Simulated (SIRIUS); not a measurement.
Consider a self-consistent single point of Mg4Te3Se (P-4m2, 8 atoms in the cell; from Materials Project mp-1222094, changed as shown).

```
Mg4Te3Se
1.0
    4.39763     0.00000     0.00000
    0.00000     4.39763     0.00000
    0.00000     0.00000    12.38527
Mg Te Se
4 3 1
Cartesian
  2.19882   0.00000   7.52863
  0.00000   2.19882   4.85664
  2.19882   0.00000   1.61851
  0.00000   2.19882  10.76676
  2.19882   2.19882   3.24023
  2.19882   2.19882   9.14503
  0.00000   0.00000   0.00000
  0.00000   0.00000   6.19263
```

All values come from this method and carry its errors: LDA (PW92), GBRV LDA ultrasoft pseudopotentials (plane waves; SIRIUS).

SIRIUS settings:

- parameters.ngridk: 6 6 2
- parameters.xc_functionals: [XC_LDA_X, XC_LDA_C_PW]
- parameters.gk_cutoff: 6.325 1/bohr
- parameters.pw_cutoff: 14.143 1/bohr
- parameters.smearing: gaussian
- parameters.smearing_width: 0.0001 Ha
- potentials: GBRV LDA ultrasoft pseudopotentials
- parameters.electronic_structure_method: pseudopotential
- parameters.num_bands: 38
- parameters.num_mag_dims: 0
- parameters.num_dft_iter: 100
- parameters.energy_tol: 1e-07 Ha
- parameters.density_tol: 1e-06
- mixer.type: anderson
- mixer.beta: 0.7
- mixer.use_hartree: true

Task: Estimate, at this level of theory: gap on the k-point mesh and pressure.

Result: The run gave:

```
Quantity                   Result
-----------------------  --------
Gap on the k-point mesh   2.15 eV
Pressure                 0.68 GPa
```

The gap is read on the k-point mesh of the run and can differ from the gap over the whole zone at this level.

For comparison: a first run was changed to give this one (lattice scaled by 0.98), and from it to this one the free energy falls by 6.5 meV/atom, the pressure goes from -1.69 to 0.68 GPa, the largest force hardly changes (0.034 to 0.036 eV/Å) and the gap on the mesh goes from 1.965 to 2.148 eV.

Spin-orbit coupling is left out, which matters for bands and gaps with elements this heavy. The structure comes from a collection of computed structures, made at another level of theory; the collection holds predicted forms beside known ones.

Cost on one core: very roughly 2.5 core-minutes.
